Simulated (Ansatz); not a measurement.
SiB12C2 in space group R-3m (No. 166; B on 18h, B on 18h, C on 6c, Si on 3b) at seven volumes, DFT-r²SCAN in the program Ansatz with PAW potentials, shape and atoms relaxed at each. One row is withheld.

```json
[
 {"V (Å³/atom)": "7.032", "P (GPa)": "24.55"},
 {"V (Å³/atom)": "7.264", "P (GPa)": "15.25"},
 {"V (Å³/atom)": "7.496", "P (GPa)": "7.11"},
 {"V (Å³/atom)": "7.728", "P (GPa)": "-0.01"},
 {"V (Å³/atom)": "7.960", "P (GPa)": "-6.23"},
 {"V (Å³/atom)": "8.192", "P (GPa)": "-11.68"},
 {"V (Å³/atom)": "8.423", "P (GPa)": "?"}
]
```

**Question.** Fit the shown pressures and predict the withheld one.

**Answer.** Third-order Birch–Murnaghan: P = (3/2)B₀(x^(7/2) − x^(5/2))[1 + (3/4)(B′ − 4)(x − 1)] with x = (V₀/V)^(2/3). Least squares on the six rows gives V₀ = 7.728 Å³/atom, B₀ = 221.5 GPa, B′ = 3.44. At V = 8.423, x = 0.9442 and P = -16.44 GPa. The run itself gave -16.45 GPa.

The start of the workflow was typed in or built on a structure type; neither database checked (COD, Materials Project) lists it. Whether it is the stable phase at ambient conditions was not checked. Symmetry was held in the r²SCAN relaxation; whether a distortion lowers the energy is not shown.

Potentials: the earlier of the program's two PAW sets.
